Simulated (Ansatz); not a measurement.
Mg (hcp, Mg type)

```
Mg
1.0
    6.37233     0.00000     0.00000
   -1.59308     2.75930     0.00000
    0.00000     0.00000     5.22349
Mg
4
Direct
  0.16667   0.66667   0.75000
  0.66667   0.66667   0.75000
  0.33333   0.33333   0.25000
  0.83333   0.33333   0.25000
```

The atoms are displaced by Q × the pattern below (from a DFPT mode at M = (0.5, 0.0, 0.0), largest move 1; Q in Å), at fixed cell. It is one choice among 2 degenerate patterns. (q is in reciprocal vectors of the primitive cell; the cell shown is doubled to hold the pattern.)

```csv
atom,x,y,z
Mg1,0.000,0.000,-1.000
Mg2,0.000,0.000,1.000
Mg3,0.000,0.000,-1.000
Mg4,0.000,0.000,1.000
```

The numbers are results of PBE (plane waves to 420 eV, PAW, scalar-relativistic; Ansatz, an electronic-structure program), not measurements. k mesh 17×17×9 (Γ-centred), Fermi-Dirac smearing 0.05 eV. E stands for the smeared free energy. With partly filled bands, energies and forces of such displacements shift with the k mesh and the smearing. Mg was relaxed with its symmetry unable to fall. The PAW data are Ansatz's earlier set. ΔE is measured from the undisplaced structure. The last digit holds for this mesh only.

| Q (Å) | ΔE (meV/cell) |
|---|---|
| -0.2800 | 269.6 |
| -0.2333 | 178.1 |
| -0.1867 | withheld |
| -0.1400 | 59.1 |
| -0.0933 | 25.5 |
| -0.0467 | 6.3 |
| 0.0000 | 0.0 |
| 0.0467 | 6.3 |
| 0.0933 | 25.5 |
| 0.1400 | 59.1 |
| 0.1867 | withheld |
| 0.2333 | 178.1 |
| 0.2800 | 269.6 |

### Question
Fit an even polynomial form (powers 2, 4) to the given rows and predict ΔE at Q = -0.1867.

### Answer
Least squares on the 11 given rows: ΔE = (2882)·Q² + (7115)·Q⁴, in meV/cell with Q in Å; root-mean-square residual 0.11 meV/cell. At -0.1867 the fit gives 109.1 meV/cell; the calculation gives 109.0 meV/cell, so the interpolation is off by 0.1 (+0.1 %). The quadratic term alone would give 100.5 meV/cell.

(For displaced atoms, the force is minus the slope of the energy, and its curvature is a force constant, which sets phonon frequencies.)
